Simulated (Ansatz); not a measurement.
ZrRu:
```
CELL_PARAMETERS angstrom
      0.00000     2.67808     2.67808
      2.67808     0.00000     2.67808
      2.67808     2.67808     0.00000
ATOMIC_POSITIONS crystal
  Ru 0.00000 0.00000 0.00000
  Zr 0.50000 0.50000 0.50000
```

Relaxed with PBE. Special points in fractions of this cell's reciprocal vectors: Γ (0.000, 0.000, 0.000); X (0.500, 0.000, 0.500); U (0.625, 0.250, 0.625); K (0.375, 0.375, 0.750); L (0.500, 0.500, 0.500); W (0.500, 0.250, 0.750).

**Question.** List the band energies nearest the Fermi level at these points for plane-wave PAW PBE (Ansatz code).

**Answer.** In eV from the Fermi level; about four levels below and three above (degenerate sets whole), none deeper than 8.9 eV; points with the same levels are listed once.

| k | below | above |
|---|---|---|
| Γ | -3.21 -3.21 -2.86 -2.86 -2.86 | 4.37 4.37 4.37 |
| X | -2.46 -1.61 -0.12 -0.12 | 0.65 3.64 3.64 |
| U | -1.76 -1.60 -1.57 -0.46 | 1.58 2.64 3.01 |
| L | -1.22 -1.22 -0.39 -0.39 | 0.56 0.56 1.54 |
| W | -2.25 -2.05 -0.37 -0.11 | 1.21 2.46 2.46 |

Space group Fm-3m (rock salt). The start of the workflow was typed in or built on a structure type; neither database checked (COD, Materials Project) lists it. COD files the formula under space group No. 221. Its standing as an ambient phase is unchecked. The PBE relaxation kept the symmetry of its start; its stability against distortions is not shown here. The run is not spin-polarised. Scalar-relativistic: spin–orbit coupling is off unless named, which matters more the heavier the elements.

Potentials: the later of the program's two PAW sets.
